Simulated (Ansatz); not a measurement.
## NiPt4 (I4/m) at 2 levels of theory

One geometry, relaxed with PBE; plane waves with PAW potentials in Ansatz, scalar-relativistic. Collinear spin, ending at 1.5 μB a primitive cell. Gaps are the least over mesh and band path; pressure is positive in compression.

```cif
data_structure
_symmetry_space_group_name_H-M 'I4/m'
_symmetry_Int_Tables_number 87
_cell_length_a 6.1591
_cell_length_b 6.1591
_cell_length_c 3.9075
_cell_angle_alpha 90.000
_cell_angle_beta 90.000
_cell_angle_gamma 90.000
_cell_volume 148.23
loop_
_atom_site_label
_atom_site_type_symbol
_atom_site_symmetry_multiplicity
_atom_site_Wyckoff_symbol
_atom_site_fract_x
_atom_site_fract_y
_atom_site_fract_z
_atom_site_occupancy
Ni1 Ni 2 b 0.00000 0.00000 0.50000 1
Pt1 Pt 8 h 0.20208 0.39561 0.50000 1
```

| level | cutoff (eV) | k mesh | gap (eV) | pressure (GPa) | largest moment (μB) |
| --- | --- | --- | --- | --- | --- |
| PBE | 420 | 12×12×12 | 0 | 0.0 | 0.75 |

**Question.** What comes out on the same cell with LDA?

**Answer.**
```
level  cutoff (eV)    k mesh  gap (eV)  pressure (GPa)  largest moment (μB)
  LDA          420  12×12×12         0           -15.7                 0.58
```

Spin-orbit coupling matters for the bands of heavy elements and is left out.

The structure comes from a generated guess; another structure or a mixture of phases may lie lower.
